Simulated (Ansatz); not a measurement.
# YbSe, a database entry at a rescaled volume

```
Se Yb
1.0
     2.85206    2.85206    5.70412
     5.70412    2.85206    2.85206
     2.85206    5.70412    2.85206
Se Yb
2 2
Direct
  0.25000 0.25000 0.25000
  0.75000 0.75000 0.75000
  0.00000 0.00000 0.00000
  0.50000 0.50000 0.50000
```

The numbers come from plane-wave PAW DFT (Ansatz): r2SCAN, with U = 7.1 eV and J = 0.99 eV on Yb f (all-electron-ortho-atomic projectors), no spin polarisation, 500 eV, 6×6×6 Γ-centred k points, fermi-dirac occupations (width 0.1 eV). Nothing was relaxed.

Problem. How is the charge shared?

Solution. Bader charges in e: Yb +1.41, Se -1.41. In the mean Yb gives up most and Se takes most.

Problem. What is the band gap?

Solution. The gap is 0.76 eV, indirect (the least direct gap found is 1.26 eV).

Problem. Are the atoms at rest?

Solution. The forces vanish by the symmetry of the sites.

Problem. Describe some of the short contacts.

Solution. Se–Yb at 2.85 Å: least valence density 0.24 e/Å³ and ELF 0.14 there. These are pseudo-fields; inside the PAW spheres they differ from the all-electron ones.

Origin: a database entry at a rescaled volume. Caveats: no spin polarisation, so a magnetic state may lie lower.
